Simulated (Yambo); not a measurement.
G0W0@PBEsol for AlAs (zinc blende, space group F-43m, No. 216) in Yambo (4×4×4 mesh, 10 Ry block, plasmon pole, screening fixed), without a terminator:

| bands N in G | gap Γ → X (eV) | shift of the valence edge (eV) |
|---|---|---|
| 37 | 2.294 | -0.674 |
| 66 | 2.407 | -0.931 |
| 104 | 2.459 | -1.035 |

Question: Extrapolate both columns to infinite N with E(N) = E∞ + A/N, test the form, and compare with the terminator.

Answer: From two points, E∞ = (N2 E2 − N1 E1)/(N2 − N1). The two largest N give 2.55 eV for the gap and -1.22 eV for the shift; the two smallest give 2.55 eV and -1.26 eV. For the gap the slopes A are -9.5 and -9.4 eV: the 1/N form holds. For the shift the slopes A are 22 and 19 eV: the 1/N form holds. With the Bruneval-Gonze terminator and 104 bands the run gives 2.49 eV and -1.10 eV, 0.06 eV and 0.11 eV from the extrapolated values: the terminator too is an estimate of the remainder. Block, mesh and the bands in W are held fixed.

The standard potential for As keeps a d shell in the valence without the s and p states of that shell. In tests on such compounds this moved G0W0 gaps by up to about 0.9 eV, so absolute quasiparticle energies here are unreliable; differences between settings are what counts.

Spin-orbit coupling is not included.

Geometry relaxed with PBEsol; primitive cell a = b = c = 4.0128 Å, α = β = γ = 60.00°.

A shift is the quasiparticle energy of the state minus its PBEsol energy.
